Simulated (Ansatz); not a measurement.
GaAs:
```xyz
6
Lattice="4.0261 0.0000 0.0000 -2.0130 3.4867 0.0000 0.0000 0.0000 8.8523" Properties=species:S:1:pos:R:3 pbc="T T T"
Ga    -1.0065     1.7433     2.9508
Ga     1.0065     1.7433     5.9015
Ga     2.0130     0.0000     0.0000
As    -1.0065     1.7433     7.3769
As     1.0065     1.7433     1.4754
As     2.0130     0.0000     4.4261
```

Relaxed with r²SCAN. Special points in fractions of this cell's reciprocal vectors: Γ (0.000, 0.000, 0.000); M (0.500, 0.000, 0.000); K (0.333, 0.333, 0.000); A (0.000, 0.000, 0.500); L (0.500, 0.000, 0.500); H (0.333, 0.333, 0.500).

Q: List the band energies nearest the Fermi level at these points for r²SCAN with spin–orbit coupling in the plane-wave PAW code Ansatz.

A: In eV from the Fermi level; about four levels below and three above (degenerate sets whole), none deeper than 8.9 eV; points with the same levels are listed once.

| k | below | above |
|---|---|---|
| Γ | -0.61 -0.61 -0.25 -0.25 | 0.05 0.05 1.88 1.88 |
| M | -1.94 -1.94 -1.77 -1.77 | 0.67 0.67 0.85 0.85 |
| K | -1.92 -1.92 -1.85 -1.82 | 0.11 0.11 2.41 |
| A | -0.70 -0.70 -0.42 -0.42 | 1.80 1.80 1.80 1.80 |
| L | -2.25 -2.25 -1.91 -1.91 | 1.27 1.27 1.68 1.68 |
| H | -2.33 -2.33 -1.54 -1.54 | 2.58 2.58 2.65 2.65 |

Space group P6_422. The start of the workflow was typed in or built on a structure type; neither database checked (COD, Materials Project) lists it. It is not the phase usual at ambient conditions (space group No. 216). The r²SCAN relaxation kept the symmetry of its start; its stability against distortions is not shown here. The Fermi level of a semimetal is unsure by some 0.05 eV on such meshes.

Potentials: the later of the program's two PAW sets.
